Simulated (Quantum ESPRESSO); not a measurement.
# Planted mistakes on one cell of WZrNbO7F

These are calculations, not measurements. They come from pw.x of Quantum ESPRESSO 7.5, a plane-wave density functional program, with PseudoDojo standard norm-conserving files (v0.5 for PBE, v0.4.1 for LDA and PBEsol). The cells are made up: elements, strain and atom displacements were drawn at random, and nothing was relaxed. There is no spin polarisation, spin-orbit coupling or dispersion term.

The cell has 12 sites of a rutile lattice (two cells along c). Sites 1 to 4 hold W empty Zr Nb; sites 5 to 12 hold O O O O F O O O. Cell vectors in Å: (4.745, -0.072, 0.026); (-0.072, 4.705, -0.023); (0.034, -0.030, 6.166). Settings: PBE, cutoff 1143 eV, 5 x 5 x 4 k mesh shifted by half a step, Fermi-Dirac smearing of 0.025 eV.

The intended run has a self-consistency threshold of 1e-07 eV, a smearing term of 0.000 eV, a pressure of 3.90 GPa and 18 iterations. Each further run changes one thing: all lengths scaled by 1.0140; atoms of sites 9 and 11 exchanged; cutoff 635 eV; files of PBEsol; k mesh 1 x 1 x 1; one electron removed; smearing 0.59 eV; threshold 0.3 eV. A coarse mesh keeps the shift, and a charged cell sits in a uniform background.

| run | change of free energy (eV) | smearing term -TS (eV) | change of P (GPa) | largest change of a force component (eV/Å) | iterations |
| --- | --- | --- | --- | --- | --- |
| A | -0.834 | -2.788 | 3.07 | 2.052 | 19 |
| B | 0.017 | 0.000 | -8.49 | 0.479 | 20 |
| C | 2.540 | 0.000 | 1.64 | 4.704 | 20 |
| D | 0.119 | 0.000 | 0.56 | 1.314 | 20 |
| E | 14.615 | 0.000 | -5.76 | 0.209 | 18 |
| F | -7.414 | -0.019 | -16.05 | 1.885 | 23 |
| G | 9.881 | 0.000 | -49.73 | 0.158 | 18 |
| H | 0.064 | 0.000 | -0.98 | 0.132 | 8 |

A rerun of the intended cell at 1467 eV and k mesh 7 x 7 x 6 moved values by no more than 0.006 eV in the cell's energy, 0.02 GPa in stress and 0.004 eV/Å in force.

Question: which change belongs to which run?

## Worked reading

Run H has the fewest iterations, as a run stopped early does. Run A has the largest smearing term, as wide smearing gives. Run G has a higher energy and the largest fall in pressure, as too small a basis gives. Run B changes the volume by a factor of 1.0426; minus its pressure change over the logarithm of that factor, 204 GPa, is a rough bulk modulus with clamped atoms. Energies from files of another functional, or of a charged cell, have another zero and say nothing on stability; the pressure of a charged cell rests on the program's zero of potential too.

## Key

```
run,change
A,smearing 0.59 eV
B,all lengths scaled by 1.0140
C,atoms of sites 9 and 11 exchanged
D,k mesh 1 x 1 x 1
E,files of PBEsol
F,one electron removed
G,cutoff 635 eV
H,threshold 0.3 eV
```